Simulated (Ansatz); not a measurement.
This run works on a generated trial structure, not on a known crystal.

Input and command of a plane-wave DFT calculation in Ansatz:

```yaml
crystal:
  lattice:
    - [-3.27866998, 3.27866998, 4.51501179]
    - [3.27866998, -3.27866998, 4.51501179]
    - [3.27866998, 3.27866998, -4.51501179]
  atoms:
    - { symbol: In, position: [0.5, 0.0, 0.5] }
    - { symbol: In, position: [0.0, 0.5, 0.5] }
    - { symbol: In, position: [0.5, 0.5, 0.0] }
    - { symbol: Sb, position: [0.75, 0.25, 0.5] }
    - { symbol: Sb, position: [0.25, 0.75, 0.5] }
    - { symbol: As, position: [0.0, 0.0, 0.0] }
basis:
  ecutwfc: 420
kpoints:
  mp_grid: { grid: [4, 4, 4] }
hamiltonian:
  xc: pbe
scf:
  occupations: { method: gaussian, width: 0.2 }
  lower_state_search: "off"
output:
  forces: true
  stress: true
  eigenvalues: true
relax:
  adjacent_minimum: "off"
  f_tol: 0.08
  max_steps: 16
  cell: { stress_tol: 0.8 }
```

```bash
ansatz run input.yaml --threads 1 --pin off --max-ram 2560MiB --backend cpu --events-out ev --progress --plain --runs-dir out
```

Processor: Arm Neoverse V1, 1 thread, on a host shared with other jobs.

**Question.** Estimate time, memory and problem size.

**Answer.** About 98 s, peak memory 0.52 GiB. It solves 51 bands at 13 k points (after reduction by symmetry) with about 3683 plane waves (on the last cell), in 62 SCF iterations over 11 ionic steps.
